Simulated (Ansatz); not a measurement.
# YAlGe, first-principles data

YAlGe:
```
YAlGe
1.0
    2.01700    -5.23462     0.00000
    2.01700     5.23462     0.00000
    0.00000     0.00000     5.75639
Y Al Ge
2 2 2
Direct
  0.31015   0.68985   0.75000
  0.68985   0.31015   0.25000
  0.00000   0.00000   0.00000
  0.00000   0.00000   0.50000
  0.39501   0.60499   0.25000
  0.60499   0.39501   0.75000
```

Space group Cmcm (No. 63); conventional cell a = 4.0340 Å, b = 10.4692 Å, c = 5.7564 Å, α = 90.00°, β = 90.00°, γ = 90.00°.

Method: r²SCAN in the plane-wave PAW code Ansatz. The cell and atoms are relaxed at this level. Other levels are named where they apply.

Cell and energy:

```yaml
volume_per_atom: 20.26 Å³
density: 5.15 g/cm³
Formation energy from the elements (no fitted shifts): -0.74 eV/atom
```

Electronic structure:

```yaml
electronic_character: metallic (no gap)
Density of states at the Fermi level: 0.25 states/eV per atom (mean over ±0.08 eV)
```

The first step of the workflow began from a Materials Project structure, measured or hypothetical; the Crystallography Open Database files this formula in space group No. 63, but the cells were not matched. Whether it is the stable phase at ambient conditions was not checked. The r²SCAN relaxation kept the symmetry of its start; whether a distortion lowers the energy is not shown. No spin polarisation was allowed. The references are the lowest solids computed at this level, not always the standard phases. Spin–orbit coupling is left out wherever it is not named.

Potentials: the earlier of the program's two PAW sets.
